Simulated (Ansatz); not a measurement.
Relaxed candidate structures of Al2Au:

A. P6/mmm (No. 191), hP3; a = 4.6845 Å, b = 4.6845 Å, c = 2.7365 Å, α = 90.00°, β = 90.00°, γ = 120.00°; Al 2d (0.333, 0.667, 0.500); Au 1a (0.000, 0.000, 0.000)

B. P6₃mc (No. 186), hP6; a = b = 4.203 Å, c = 7.115 Å, α = β = 90.00°, γ = 120.00°; Al 2b (0.333, 0.667, 0.025); Al 2a (0.000, 0.000, 0.271); Au 2b (0.333, 0.667, 0.388)

C. I4₁/amd, origin choice 1 (No. 141), tI12; a = b = 5.1747 Å, c = 8.1020 Å, α = β = γ = 90.00°; Al 8e (0.000, 0.000, 0.324); Au 4a (0.000, 0.000, 0.000)

D. R3m, hexagonal axes (No. 160), hR6; a = 4.262 Å, b = 4.262 Å, c = 21.057 Å, α = 90.00°, β = 90.00°, γ = 120.00°; Al 3a (0.000, 0.000, 0.376); Al 3a (0.000, 0.000, 0.872); Al 3a (0.000, 0.000, 0.125); Au 3a (0.000, 0.000, 0.632); Al 3a (0.000, 0.000, 0.998); Au 3a (0.000, 0.000, 0.497)

E. Fd-3m, origin choice 1 (No. 227), cF24, AFLOW prototype A2B_cF24_227_c_a (C9, as in SiO2); a = 10.981 Å, b = 10.981 Å, c = 10.981 Å, α = 90.00°, β = 90.00°, γ = 90.00°; Al 16d (0.625, 0.625, 0.625); Au 8b (0.500, 0.500, 0.500)

F. Fm-3m (No. 225), cF12, AFLOW prototype AB2_cF12_225_a_c (C1, as in CaF2); a = 6.002 Å, b = 6.002 Å, c = 6.002 Å, α = 90.00°, β = 90.00°, γ = 90.00°; Al 8c (0.250, 0.250, 0.250); Au 4b (0.500, 0.500, 0.500)

### Question
Rank these by energy per atom (lowest first), as PBEsol (plane waves to 420 eV, PAW, scalar-relativistic; Ansatz, a first-principles code) gives it.

### Answer
F (reference, the lowest among the structures calculated here), B (+0.20 eV/atom), D (+0.24 eV/atom), C (+0.38 eV/atom), A (+0.58 eV/atom), E (+1.14 eV/atom)

Each run could gain symmetry but not lose that of its start, so entries can be saddle points. From databases, or of a type measured for this composition: Fm-3m, cF12, AFLOW prototype AB2_cF12_225_a_c (C1, as in CaF2); the others are generated cells (placed on structure types, drawn at random, substituted or restacked) that were not matched to a known phase here. Static energies at zero pressure. The runs use different k-meshes, so differences are rounded accordingly. No spin polarisation in the result.
